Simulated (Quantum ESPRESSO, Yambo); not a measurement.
## Si under biaxial strain

```
Si
1.0
    3.82587     0.00000     0.00000
   -1.91294     3.31330     0.00000
    0.00000     0.00000     6.31520
Si
4
Direct
  0.33333   0.66667   0.06285
  0.66667   0.33333   0.93715
  0.66667   0.33333   0.56285
  0.33333   0.66667   0.43715
```

Si (space group P6_3/mmc, No. 194) under biaxial strain (along x and y, z relaxed), counted from the cell relaxed with PBEsol, atoms relaxed at each step. norm-conserving PBEsol (Quantum ESPRESSO, 36 Ry, scalar-relativistic); G0W0 and BSE in Yambo (6×6×2 Γ-centred k mesh, 176 bands and a 10 Ry block in the screening, 176 bands in G with the Bruneval-Gonze terminator, plasmon pole fitted at 27.2 eV; BSE 9×9×4 mesh, 5 valence and 5 conduction bands, static screening with 37 bands and a 4 Ry block, scissor from each state's G0W0).

```csv
strain (%),PBEsol gap (eV),kind,G0W0 direct gap (eV),lowest vertical BSE state (eV),RPA ε∞ along x
-2,0.29,indirect,2.00 at Γ,not resolved,–
-1,0.29,indirect,1.82 at Γ,not resolved,–
0,0.29,indirect,1.64 at Γ,not resolved,–
+1,0.28,indirect,1.45 at Γ,not resolved,–
+2,0.27,indirect,1.26 at Γ,not resolved,–
```

Between -1 % and +1 % the direct gap at Γ moves by -180 meV per % in PBEsol; the block changes size in that range, so no G0W0 slope is given.

GW, BSE and RPA settings are held fixed; their convergence isn't established. Strains are linear. The screening block changes size along the series (313 vectors at -2 %, 313 vectors at -1 %, 313 vectors at +0 %, 311 vectors at +1 %, 313 vectors at +2 %), which puts steps into the G0W0 values.  Axes are Cartesian, with cell vectors (Å) (3.83, 0.00, 0.00), (-1.91, 3.31, 0.00), (0.00, 0.00, 6.32).

This is not the ordinary phase of the substance; no match was found in the copy of COD used, and its stability was not checked.
